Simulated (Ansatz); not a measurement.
FeCo (CsCl type)

```xyz
2
Lattice="2.8451 0.0000 0.0000 0.0000 2.8451 0.0000 0.0000 0.0000 2.8451" Properties=species:S:1:pos:R:3 pbc="T T T"
Fe     0.0000     0.0000     0.0000
Co     1.4225     1.4225     1.4225
```

The volume is varied about the relaxed value V₀ at fixed cell shape. Symmetry pins the atoms to their sites.

The numbers are results of PBE (plane waves to 420 eV, PAW, scalar-relativistic; Ansatz, a quantum-chemistry and plane-wave program), not measurements. k mesh 16×16×16 (Γ-centred), Fermi-Dirac smearing 0.05 eV. The energy includes the smearing's −TS. Compression counts positive. FeCo was relaxed with its symmetry unable to fall. Relaxed FeCo ends ferromagnetic. The magnetic order is the one the run started from; other orders were not tried. The zero of ΔE is the relaxed starting cell.

| V (Å³/atom) | P (GPa) | ΔE (eV/atom) |
|---|---|---|
| 10.363 | ? | 0.083 |
| 10.555 | 20.3 | 0.056 |
| 10.747 | 15.4 | ? |
| 10.939 | 11.0 | 0.019 |
| 11.131 | 7.0 | 0.008 |
| 11.323 | 3.3 | 0.002 |
| 11.515 | 0.0 | 0.000 |
| 11.707 | -3.0 | 0.002 |
| 11.899 | -5.8 | 0.007 |
| 12.091 | -8.4 | 0.016 |
| 12.283 | -10.7 | 0.027 |
| 12.474 | -12.8 | 0.041 |
| 12.666 | -14.7 | 0.058 |

Fill in the missing entries.


- 10.363, P (GPa): 25.8
- 10.747, ΔE (eV/atom): 0.034

(A scan under strain: stresses follow from slopes of the energy per volume, elastic moduli from its curvatures.)
